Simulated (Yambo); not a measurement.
Yambo run on TaAgO₃ (space group R-3c, No. 167). The wavefunctions come from this Quantum ESPRESSO step (LDA, PseudoDojo standard norm-conserving files, scalar-relativistic):

```
&CONTROL
  calculation = 'nscf'
  pseudo_dir = './pseudo'
  outdir = './out'
/
&SYSTEM
  ibrav = 0
  nat = 10
  ntyp = 3
  ecutwfc = 86.0
  ecutrho = 344.0
  occupations = 'fixed'
  force_symmorphic = .true.
  nbnd = 209
/
&ELECTRONS
  conv_thr = 1e-08
  diago_full_acc = .true.
  diago_thr_init = 1e-08
/
ATOMIC_SPECIES
O 15.9990 O.upf
Ag 107.8682 Ag.upf
Ta 180.9479 Ta.upf
CELL_PARAMETERS angstrom
  2.787829956000   1.609554376000   4.644447000000
 -2.787829956000   1.609554376000   4.644447000000
  0.000000000000  -3.219108751000   4.644447000000
ATOMIC_POSITIONS crystal
O   0.806530000000   0.693470000000   0.250000000000
O   0.193470000000   0.306530000000   0.750000000000
O   0.250000000000   0.806530000000   0.693470000000
O   0.750000000000   0.193470000000   0.306530000000
O   0.693470000000   0.250000000000   0.806530000000
O   0.306530000000   0.750000000000   0.193470000000
Ag   0.750000000000   0.750000000000   0.750000000000
Ag   0.250000000000   0.250000000000   0.250000000000
Ta   0.000000000000   0.000000000000   0.000000000000
Ta   0.500000000000   0.500000000000   0.500000000000
K_POINTS automatic
2 2 2 0 0 0
```

Yambo input:

```
rim_cut
gw0
dyson
el_el_corr
HF_and_locXC
ppa
em1d
RandQpts= 1000000
RandGvec= 1 Ry
EXXRLvcs= 86 Ry
VXCRLvcs= 344 Ry
Chimod= "HARTREE"
% BndsRnXp
 11 | 207 |
%
NGsBlkXp= 7 Ry
% LongDrXp
 1.0 | 1.0 | 1.0 |
%
PPAPntXp= 27.2114 eV
% GbndRnge
 1 | 207 |
%
GTermKind= "BG"
DysSolver= "n"
ExtendOut
% QPkrange
 2 | 2 | 50 | 51 |
 3 | 3 | 50 | 51 |
%
```

k points by index: 2 = L, 3 = F.

Table of the .qp output:

```
#    K-point    Band    Eo [eV]    E [eV]    E-Eo [eV]    Vxc [eV]    Vnlxc [eV]    Sc|Eo [eV]    Sc|E [eV]    dSc/dw|Eo [eV]    Re(Z)    Im(Z)
#
    2    50    0.000000    -0.626503    -0.626503    -23.04526    -28.74136    4.904036    5.069601    -7.189817    0.790999    -0.001107
    2    51    3.384730    4.520380    1.135650    -14.95880    -8.701663    -4.865160    -5.121488    -6.141551    0.815861    -0.631844E-3
    3    50    -0.015814    -0.675733    -0.659919    -23.25383    -29.04504    4.957405    5.131294    -7.168987    0.791479    -0.001096
    3    51    1.886958    3.056052    1.169094    -15.21837    -9.130869    -4.663691    -4.918406    -5.928104    0.821115    -0.001083
```
(The two width columns are left out.) Convergence of these settings isn't established.

Spin-orbit coupling is not included.

Geometry of the Materials Project entry, not relaxed at this level.

The structure is a Materials Project entry; no match was found in the copy of COD used, and its stability was not checked.
